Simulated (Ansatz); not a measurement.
## Structure relaxation, CoSn

The start is a relaxed CoSn cell, doubled along one cell vector, shaken by Gaussian noise of σ = 0.08 Å a coordinate. The cell and all atomic positions are relaxed at zero pressure with r2SCAN (plane waves to 500 eV, PAW, scalar-relativistic; Ansatz, a program for electronic structure). First-step values are on the input's coarse k-mesh.

Ansatz input (later rounds restart from its end on a renewed k-mesh):
Ansatz 0.2 input:
```yaml
crystal:
  lattice:
    - [5.2416245816, 0, 0]
    - [-2.6208122908, 4.5393800448, 0]
    - [0, 0, 8.3758773286]
  atoms:
    - { symbol: Co, position: [0.5248549434, 0.0193240372, 0.0115121229] }
    - { symbol: Co, position: [0.502024499, 0.0175654987, 0.4913204333] }
    - { symbol: Co, position: [0.4889520557, 0.5002240151, -0.0110274852] }
    - { symbol: Co, position: [0.5124588648, 0.5020704372, 0.5056032121] }
    - { symbol: Co, position: [-0.0107731621, 0.4938875777, -0.0079194689] }
    - { symbol: Co, position: [-0.0080170296, 0.4897281283, 0.5014122092] }
    - { symbol: Sn, position: [-0.0267679516, -0.0081023172, 0.0132924105] }
    - { symbol: Sn, position: [0.0072512236, -0.0112873823, 0.5074537825] }
    - { symbol: Sn, position: [0.3220374678, 0.6866436973, 0.2519700122] }
    - { symbol: Sn, position: [0.3206151341, 0.6701578523, 0.7561440095] }
    - { symbol: Sn, position: [0.656293107, 0.3504737914, 0.2536341559] }
    - { symbol: Sn, position: [0.6605104666, 0.3300548198, 0.7608057097] }
basis: { ecutwfc: 500, ecutrho_ratio: 4, xc_grid: 4, fft_grid_basis: typed }
kpoints: { mp_grid: { grid: [7, 7, 4] } }
hamiltonian:
  xc: r2scan
  dispersion: none
  pseudopotentials: { kind: paw }
scf: { occupations: { method: fermi_dirac, width: 0.05 } }
relax: { f_tol: 0.01, max_steps: 100, cell: { stress_tol: 0.02 } }
output: { forces: true, stress: true }
```

| Quantity | Value |
|---|---|
| Largest initial force | 1.67 eV/Å, on Co1 (atoms numbered as listed) |
| Relative to the parent | It returns to the parent structure, P6/mmm (No. 191) |
| Shortest distances (start → end) | The closest pairs of elements (up to four, under 3.6 Å), start → end: Co–Sn 2.43 → 2.58 Å; Co–Co 2.47 → 2.62 Å; Sn–Sn 3.00 → 3.03 Å |
| Band gap at the end | zero (metallic) |
| Optimiser moves | 5 |

The end point of the relaxation:

Space group P6/mmm (No. 191); a = b = 5.2416 Å, c = 4.1880 Å, α = β = 90.00°, γ = 120.00°

```tsv
atom	site	symmetry	x	y	z
Co	3g	mmm	0.5000	0.5000	0.5000
Sn	1b	6/mmm	0.0000	0.0000	0.5000
Sn	2c	-6m2	0.3333	0.6667	0.0000
```

Final values are on a 10×10×11 k-mesh of the relaxed cell. No spin polarisation in the result. A magnetic state may lie lower.
